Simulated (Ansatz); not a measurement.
TeO₂ (fluorite, Fm-3m) under volume change, PBE in the plane-wave PAW code Ansatz, scaled uniformly.

```csv
V (Å³/atom),E − E(relaxed) (meV/atom),P (GPa)
11.847,62.9,18.73
12.237,26.4,11.44
12.628,6.2,5.25
13.018,0.0,0.00
13.409,5.6,-4.45
13.800,21.1,-8.22
14.190,45.1,-11.41
```

Problem. What does a third-order Birch–Murnaghan fit give for V₀, B₀ and B′?

Solution. V₀ = 13.02 Å³/atom, B₀ = 161 GPa, B′ = 4.5.

A made-up cell: these elements were put on the sites of a structure type; neither database checked (COD, Materials Project) lists it. COD files the formula under space group No. 19, 61, 92, 136, so this cell is another polymorph or a model. Whether it is the stable phase at ambient conditions was not checked. The cell was relaxed with PBE under the symmetry of its start; whether a distortion lowers the energy is not shown. Spin–orbit coupling is left out wherever it is not named.

Potentials: the later of the program's two PAW sets.
